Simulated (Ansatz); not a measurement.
**Magnetic orders of MoSe**

All numbers below come from Ansatz 0.2.0, DFT PBE+U, scalar-relativistic, plane waves, PAW.

```xyz
2
Lattice="0.0000 2.6102 2.6102 2.6102 0.0000 2.6102 2.6102 2.6102 0.0000" Properties=species:S:1:pos:R:3 pbc="T T T"
Mo    0.0000    0.0000    0.0000
Se    2.6102    2.6102    2.6102
```

```json
{
 "plane-wave cutoff": "420 eV",
 "Γ-centred k-mesh": "14×14×14",
 "occupation rule": "Gaussian smearing, 0.05 eV",
 "U_eff on Löwdin-orthogonalised atomic d orbitals": "Mo 4 eV",
 "list of starting moments (μB, in atom order)": "3.5 0",
 "check for lower electronic states after the SCF": "on"
}
```

All runs keep this geometry, which isn't relaxed for the lowest state (largest force there 0.000 eV/Å, pressure 28.4 GPa) and needn't be a stable compound; relaxing each order would shift the differences by some 300 meV/atom, going by the pressures and a bulk modulus of about 150 GPa. A propagation vector, in units of the reciprocal vectors, doubles the cell, which takes an equally dense mesh. Site moments are spin moments in atom-centred spheres that scale with the neighbour distance. The states are those that the runs reached from these starts; a lower one can exist.

Problem. Starts tried: no spin; large parallel starting moments; antiferromagnetic, doubled cell, propagation vector (0, 1/2, 1/2). Which state comes out lowest, and what are the moments?

Solution. The lowest state is antiferromagnetic, reached from the start “antiferromagnetic, doubled cell, propagation vector (0, 1/2, 1/2)”, with site moments (μB) Mo +2.75, Mo -2.75.

| start | ends | energy above lowest (meV/atom) | site moments (μB) | gap on mesh (eV) | P (GPa) |
| --- | --- | --- | --- | --- | --- |
| no spin | non-magnetic | 952 | none over 0.05 | metal | 3.7 |
| large parallel starting moments | ferromagnetic | 91.0 | Mo +2.77 | metal | 28.8 |
| antiferromagnetic, doubled cell, propagation vector (0, 1/2, 1/2) | antiferromagnetic | 0.00 | Mo +2.75, Mo -2.75 | metal | 28.4 |

Cost: 3 runs of about 3.9 core-minutes in all, on Intel Xeon Processor @ 2.70GHz (shared hosts).